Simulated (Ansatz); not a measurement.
CoMo (rock salt, Fm-3m) at seven volumes, PBEsol (plane waves, PAW; program Ansatz), scaled uniformly. One row is withheld.

```csv
V (Å³/atom),P (GPa)
12.570,26.89
12.984,16.45
13.399,7.57
13.813,-0.01
14.227,?
14.642,-11.93
15.056,-16.58
```

**Question.** Fit the shown pressures and predict the withheld one.

**Answer.** Third-order Birch–Murnaghan: P = (3/2)B₀(x^(7/2) − x^(5/2))[1 + (3/4)(B′ − 4)(x − 1)] with x = (V₀/V)^(2/3). Least squares on the six rows gives V₀ = 13.813 Å³/atom, B₀ = 232.2 GPa, B′ = 4.35. At V = 14.227, x = 0.9805 and P = -6.43 GPa. The run itself gave -6.45 GPa.

The start of the workflow was typed in or built on a structure type; neither database checked (COD, Materials Project) lists it. Whether it is the stable phase at ambient conditions was not checked. Symmetry was held in the PBEsol relaxation. At this level the phase is mechanically unstable. The workflow began spin-polarised and lost its moments. Its formation energy is positive at this level, so the cell may be metastable or incomplete.

Potentials: the later of the program's two PAW sets.
